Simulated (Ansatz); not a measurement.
WC:
```
CELL_PARAMETERS angstrom
      2.89863     0.00000     0.00000
     -1.44931     2.51029     0.00000
      0.00000     0.00000     2.82747
ATOMIC_POSITIONS crystal
  W  0.00000 0.00000 0.00000
  C  0.66667 0.33333 0.50000
```

Relaxed with PBEsol. Special points in fractions of this cell's reciprocal vectors: Γ (0.000, 0.000, 0.000); M (0.500, 0.000, 0.000); K (0.333, 0.333, 0.000); A (0.000, 0.000, 0.500); L (0.500, 0.000, 0.500); H (0.333, 0.333, 0.500).

List the band energies nearest the Fermi level at these points for the program Ansatz at the PBEsol level (PAW).

In eV from the Fermi level; about four levels below and three above (degenerate sets whole), none deeper than 8.9 eV; … stands for higher levels left out; points with the same levels are listed once.

| k | below | above |
|---|---|---|
| Γ | -4.34 -3.34 -3.34 | 0.16 3.31 3.31 |
| M | -7.03 -3.61 -3.59 -0.40 | 2.41 4.63 4.99 |
| K | -6.59 -4.56 -3.44 | 0.65 1.04 2.11 |
| A | -1.99 -1.99 -0.57 -0.57 | 3.77 … |
| L | -6.48 -4.33 -4.15 | 0.36 4.54 5.44 |
| H | -7.27 -5.39 -1.54 -0.62 | 4.51 6.55 7.75 |

Space group P-6m2. The cell was relaxed with PBEsol under the symmetry of its start; of distortions, only those at the zone centre were tested. No spin polarisation was allowed. Scalar-relativistic: spin–orbit coupling is off unless named, which matters more the heavier the elements.

Potentials: the earlier of the program's two PAW sets.
